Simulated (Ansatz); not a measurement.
**Ba6LiNb2IrCl2O12: Electric field gradients**

The cell is a computed structure from the Materials Project (it need not be an observed phase).

Space group C2/m (No. 12); a = 10.6761, b = 5.9965, c = 15.2194 Å, β = 95.91°.

| site | Wyckoff | site symmetry | x | y | z |
| --- | --- | --- | --- | --- | --- |
| Ba1 | 4i | m | 0.3293 | 0.0000 | 0.3634 |
| Ba2 | 4i | m | 0.3517 | 0.0000 | 0.7830 |
| Ba4 | 4i | m | 0.7165 | 0.0000 | 0.9012 |
| Li | 2b | 2/m | 0.5000 | 0.0000 | 0.0000 |
| Nb | 4i | m | 0.0290 | 0.0000 | 0.8189 |
| Ir | 2a | 2/m | 0.0000 | 0.0000 | 0.0000 |
| Cl | 4i | m | 0.6553 | 0.0000 | 0.4242 |
| O13 | 8j | 1 | 0.4535 | 0.7518 | 0.9087 |
| O14 | 8j | 1 | 0.6111 | 0.7368 | 0.7606 |
| O17 | 4i | m | 0.8622 | 0.0000 | 0.7552 |
| O21 | 4i | m | 0.8384 | 0.0000 | 0.0694 |

One atom of each set is listed; the run and its k-mesh use a cell of 24 atoms with edges of 6.12, 6.12, 15.22 Å.

All values are calculated (Ansatz; DFT, r2SCAN, plane waves and PAW, scalar-relativistic, 500 eV cutoff, Γ-centred 5×5×2 k-points, Fermi–Dirac smearing 0.02 eV), not measured.

Conventions: |V_zz| ≥ |V_yy| ≥ |V_xx|, η = (V_xx − V_yy)/V_zz, C_Q = eQV_zz/h. ν_Q = 3|C_Q|/[2I(2I − 1)].

¹³⁷Ba: I = 3/2, Q = 236.0 mb; ⁶Li: I = 1, Q = -0.8080 mb; ⁹³Nb: I = 9/2, Q = -320.0 mb; Ir-191: I = 3/2, Q = 816.0 mb; Cl-35: I = 3/2, Q = -81.12 mb; O-17: I = 5/2, Q = -25.58 mb. Q values from Pyykkö, Mol. Phys. 116, 1328 (2018).

```csv
site,atoms,first shell,C_Q (MHz),η,ν_Q (MHz)
Ba1,2,"3 O at 2.58–2.59 Å, 4 Cl at 3.22–3.69 Å; also 3 Ba at 4.01–4.10 Å",-94.6,0.19,47.3
Ba2,2,"9 O at 2.57–3.24 Å, 1 Cl at 3.15 Å",59.3,0.54,29.7
Ba4,2,10 O at 2.75–3.19 Å; also 1 Li at 2.88 Å,-74.0,0.56,37.0
Li,1,4 O at 2.06 Å,-0.013,0.02,0.019
Nb,2,6 O at 1.93–2.24 Å,40.2,0.26,1.68
Ir,1,6 O at 2.08–2.11 Å,223,0.64,112
Cl,2,5 Ba at 3.15–3.69 Å,-1.38,0.02,0.688
O13,4,"1 Li at 2.06 Å, 1 Ir at 2.08 Å, 1 Nb at 2.24 Å; also 3 Ba at 2.57–3.19 Å",-4.74,0.41,0.711
O14,4,1 Nb at 1.93 Å; also 4 Ba at 2.59–3.24 Å,-1.03,0.83,0.154
O17,2,1 Nb at 1.94 Å; also 4 Ba at 2.58–3.03 Å,1.27,0.28,0.190
O21,2,"1 Nb at 2.10 Å, 1 Ir at 2.11 Å, angle 84°; also 4 Ba at 2.75–3.18 Å",-5.17,0.31,0.776
```

The largest force is 0.7 eV/Å, so the atoms aren't at the calculated equilibrium and relaxing them would move these values. Spin–orbit coupling is left out, which shifts gradients on Ir by a few per cent, and by more where contributions nearly cancel. With these PAW files V_zz is typically within 2 to 3 % of all-electron values, but misses above 10 % occur on Li.

Hardware: 2 threads of Arm Neoverse N1 (aarch64; 8 cores open to the job, memory cap 5.0 GiB, no GPU), a shared host with a load of 1.4 a core. Wall time 4 min, CPU time 8 min, peak memory 2.7 GiB.
